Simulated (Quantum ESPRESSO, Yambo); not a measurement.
CdClOH monolayer under biaxial strain

```
CELL_PARAMETERS angstrom
      3.64597     0.00000     0.00000
     -1.82299     3.15750     0.00000
      0.00000     0.00000    16.50000
ATOMIC_POSITIONS crystal
  H  0.00000 0.00000 0.10632
  O  0.00000 0.00000 0.04764
  Cl 0.33333 0.66667 0.89368
  Cd 0.66667 0.33333 0.98508
```

A free-standing CdClOH monolayer (symmetry P3m1, slab cell 16.5 Å high) under biaxial strain (in the plane), counted from the cell relaxed with PBEsol, atoms relaxed at each step. PBEsol (pw.x of Quantum ESPRESSO, ONCV potentials, scalar-relativistic); G0W0 and BSE in Yambo (6×6×1 Γ-centred k mesh, bands 5 to 100 and a 6 Ry block in the screening, 100 bands in G with the Bruneval-Gonze terminator, plasmon pole fitted at 27.2 eV, slab-truncated Coulomb interaction, stochastic integration of W near q = 0; BSE 12×12×1 mesh, 8 valence and 5 conduction bands, static screening with 54 bands and a 3 Ry block, scissor from each state's G0W0).

| strain (%) | PBEsol gap (eV) | kind | G0W0 direct gap (eV) | lowest vertical BSE state (eV) | RPA α (Å) along x |
|---|---|---|---|---|---|
| -3 | 2.27 | direct | 4.96 at Γ | 3.50 | 1.13 |
| -1.5 | 2.37 | direct | 5.08 at Γ | 3.59 | 1.11 |
| 0 | 2.48 | direct | 5.21 at Γ | 3.68 | 1.10 |
| +1.5 | 2.56 | direct | 5.32 at Γ | 3.75 | 1.08 |
| +3 | 2.64 | direct | 5.41 at Γ | 3.80 | 1.07 |
| +5 | 2.72 | near tie | 5.51 at Γ | – | 1.07 |

Between -1.5 % and +1.5 % the direct gap at Γ moves by 63 meV per % in PBEsol; the block changes size in that range, so no G0W0 slope is given.

GW, BSE and RPA settings are held fixed; their convergence isn't established. «Near tie»: competing band extrema lie within 0.03 eV. Strains are linear. The screening block changes size along the series (319 vectors at -3 %, 319 vectors at -1.5 %, 343 vectors at +0 %, 355 vectors at +1.5 %, 355 vectors at +3 %, 355 vectors at +5 %), which puts steps into the G0W0 values. Spin-orbit splittings are left out.

This is a model layer cut from the bulk structure; whether it is stable on its own was not checked.
